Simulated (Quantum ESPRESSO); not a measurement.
Space group P4/nmm, origin choice 1 (No. 129); a = b = 4.7758 Å, c = 7.8002 Å, α = β = γ = 90.00°

```json
[
 {"atom": "H", "site": "2a", "symmetry": "-4m2", "x": "0.0000", "y": "0.0000", "z": "0.0000"},
 {"atom": "I", "site": "2c", "symmetry": "4mm", "x": "0.5000", "y": "0.0000", "z": "0.3404"},
 {"atom": "Ba", "site": "2c", "symmetry": "4mm", "x": "0.0000", "y": "0.5000", "z": "0.1731"}
]
```

The geometry is that of Materials Project entry mp-23862, symmetrised and not relaxed again.

What does PBEsol (Quantum ESPRESSO, PseudoDojo norm-conserving, 72 Ry, without SOC) give for the electronic structure near the Fermi level?

The PBEsol gap is direct, 2.66 eV at Z. Without spin-orbit coupling, band edges of such heavy elements can be off by tenths of an eV.
